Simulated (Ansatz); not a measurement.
Here is the system:

Relaxed GaN (wurtzite):

```yaml
crystal:
  lattice:
    - [3.18312, 0.00000, 0.00000]
    - [-1.59156, 2.75667, 0.00000]
    - [0.00000, 0.00000, 5.18363]
  atoms:
    - { symbol: Ga, position: [0.66667, 0.33333, 0.00099] }
    - { symbol: Ga, position: [0.33333, 0.66667, 0.50099] }
    - { symbol: N, position: [0.66667, 0.33333, 0.62421] }
    - { symbol: N, position: [0.33333, 0.66667, 0.12421] }
```

A phonon eigenvector at Γ is frozen into this cell: atom i moves by Q times the vector below, so Q is the largest atomic displacement, in Å. The cell is held. It is one choice among 2 degenerate patterns.

```
atom      x       y      z
----  -----  ------  -----
Ga1   0.000   0.162  0.000
Ga2   0.000  -0.162  0.000
N3    0.000   1.000  0.000
N4    0.000  -1.000  0.000
```

Calculation: r2SCAN (plane waves to 500 eV, PAW, scalar-relativistic; Ansatz, a first-principles code). k mesh 12×12×7 (Γ-centred), Fermi-Dirac smearing 0.05 eV. Energies are smeared free energies. GaN was relaxed with its symmetry unable to fall. ΔE is measured from the undisplaced structure.

The scan covers Q from -0.180 to 0.180 Å in 13 points.

Task: Is the energy the same for displacements of ±0.180 Å, and if not, which side lies higher?

Result: Not even: the negative side lies higher at ±0.180 Å.

Task: Which space group does the distorted structure have?

Result: Cmc2_1 (No. 36), lowered from P6_3mc.

Task: What is the energy change at Q = 0.180 Å?

Result: 463 meV/cell.

Task: What harmonic wavenumber does the curvature at Q = 0 give?

Result: 564 cm⁻¹.

(A displaced cell: forces are minus the slopes of the energy, force constants its curvatures, and phonons follow from these.)
